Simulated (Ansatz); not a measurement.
## How far is PAW off for Ag?

```
Ag
1.0
     0.00000    2.04310    2.10439
     2.04310    0.00000    2.10439
     2.04310    2.04310    0.00000
Ag
1
Direct
  0.00000 0.00000 0.00000
```

The cell comes from COD entry 9008459, which wasn't checked; take it as a given geometry. The listed cell was then made from it by scaling, straining or moving an atom.

Methods: DFT, LDA, PAW with Ansatz's default frozen-core files, scalar-relativistic (Ansatz 0.2.0); DFT, LDA, all-electron LAPW, scalar-relativistic (Ansatz 0.2.0).

For PAW: a Γ-centred 15×15×15 k mesh, Fermi–Dirac smearing of 0.05 eV, cutoff 420 eV, no spin polarisation; the PAW files were made with PBE, and the program remakes their frozen cores for this functional. LAPW targets a basis error of 1 meV/atom. The Ansatz runs share mesh, smearing and spin set-up. Plane-wave (PAW) pressures include the program's estimate of the Pulay term.

Stress and pressure are positive in compression.

PAW results:

```json
{"quantity": "pressure (GPa)", "PAW": "-9.93"}
{"quantity": "stress xx (GPa)", "PAW": "-9.76"}
{"quantity": "stress zz (GPa)", "PAW": "-10.28"}
```

(1) What does LAPW (all electrons) give for the same quantities?

Results:

(1) 
| quantity | LAPW |
| --- | --- |
| pressure (GPa) | -9.94 |
| stress xx (GPa) | -9.76 |
| stress zz (GPa) | -10.29 |
